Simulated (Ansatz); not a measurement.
# TiH$_{2}$ squeezed and stretched

A database entry relaxed whole under r2SCAN (I4/mmm):

```xyz
3
Lattice="-1.5865 1.5865 2.1224 1.5865 -1.5865 2.1224 1.5865 1.5865 -2.1224" Properties=species:S:1:pos:R:3 pbc="T T T"
Ti    0.0000    0.0000    0.0000
H     0.0000    1.5865    1.0612
H     1.5865    0.0000    1.0612
```

The cell was scaled uniformly, its shape held, and the atoms relaxed at each volume with plane-wave PAW DFT (Ansatz 0.2.0; r2SCAN, 500 eV, 13×13×13 Γ-centred mesh, fermi-dirac occupations of width 0.100 eV; no spin, no spin-orbit coupling). One row is withheld.

```
volume (Å³/atom)  energy over the lowest (meV/atom)  pressure (GPa)
           6.695                               12.6           10.32
           6.837                                5.3            6.53
           6.980                                1.2            3.09
           7.122                                0.0           -0.03
           7.265                                  ?               ?
           7.407                                5.3           -5.41
           7.550                               11.4           -7.72
```

**Question.** Fit the pressures of the other rows to the third-order Birch-Murnaghan form.

**Answer.** With f = [(V₀/V)^(2/3) − 1]/2 and P = 3B₀f(1 + 2f)^(5/2)[1 + 3(B₀′ − 4)f/2], least squares gives V₀ = 7.12 Å³ an atom, B₀ = 148 GPa and B₀′ = 3.9; the rows miss the fit by less than 0.01 GPa. The slope of the energies differs from these pressures by 0.19 GPa, since they are taken to zero smearing while pressures follow the free energy.

**Question.** What does the withheld row hold?

**Answer.** The fit gives -2.85 GPa at 7.265 Å³; the run gave -2.85 GPa and 1.5 meV an atom.

Caveats: the shape of the cell was held, so B₀ is an upper bound where the axes differ in stiffness; 0 K, fixed nuclei; the symmetry was kept, and this need not be the phase that is stable at 0 K; one mesh for all volumes; pressure is positive in compression.
